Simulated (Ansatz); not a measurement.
The calculation used DFT PBE, scalar-relativistic, plane waves, PAW in Ansatz. The screen uses 420 eV, coarse Γ-centred meshes (up to 0.6 Å⁻¹ on the start cell), Gaussian smearing of 0.2 eV, tolerances of 0.08 eV/Å and 0.8 GPa and 16 steps at most, with the symmetry of each start kept. No spin polarisation. Energies are free energies per atom, good to about 0.1 eV/atom between metallic cells, end volumes are rough, and groups of ends are read at 0.1 Å.

Two unrelaxed guesses for Mg3Cd2Te3:

A.

```
CELL_PARAMETERS angstrom
3.13642 1.81081 6.91062
-3.13642 1.81081 6.91062
0.00000 -3.62163 6.91062
ATOMIC_POSITIONS crystal
Mg 0.00000 0.00000 0.50000
Mg 0.50000 0.00000 0.00000
Mg 0.00000 0.50000 0.00000
Cd 0.74870 0.74870 0.74870
Cd 0.25130 0.25130 0.25130
Te 0.37051 0.37051 0.37051
Te 0.62949 0.62949 0.62949
Te 0.50000 0.50000 0.50000
```

B.

```
CELL_PARAMETERS angstrom
4.79110 0.00000 0.00000
0.00000 4.83120 0.00000
0.00000 0.00000 9.46444
ATOMIC_POSITIONS crystal
Mg 0.00000 0.50000 0.00000
Mg 0.50000 0.00000 0.50000
Mg 0.50000 0.00000 0.00000
Cd 0.00000 0.00000 0.24659
Cd 0.00000 0.00000 0.75341
Te 0.50000 0.50000 0.24941
Te 0.50000 0.50000 0.75059
Te 0.00000 0.50000 0.50000
```

Problem. Which is lower as given, and which after relaxing?

Solution. As given, B is lower by 0.63 eV/atom. Relaxed, B is lower by 0.26 eV/atom, so the order holds. A goes from R-3m at 29.4 Å³/atom to R-3m at 33.5 Å³/atom and gains 0.53 eV/atom. B goes from Pmmm at 27.4 Å³/atom to Pmmm at 26.0 Å³/atom and gains 0.16 eV/atom. The closest pair in A goes from Cd–Te at 2.47 Å to Mg–Te and Mg–Mg at 2.98 Å. The closest pair in B goes from Mg–Cd at 3.34 Å to Mg–Te at 2.89 Å. At the end: counting Te atoms around Cd and Mg (those within 1.25 times the shortest such distance or 1.15 times the sum of covalent radii, 1.27 where that leaves under three; a plus sign parts nearer from farther groups; a slash parts the counts of unlike sites), A has Mg 2, Cd 1+3 and B has Mg 4/4+4, Cd 6. A holds Te–Te units of three or more atoms (shortest 2.99 Å); in B the shortest Te–Te distance is 3.88 Å. The lowest end among all the guesses of this search lies 0.25 eV/atom under the better of the two.

Spin–orbit coupling, which can matter for Te, is left out.
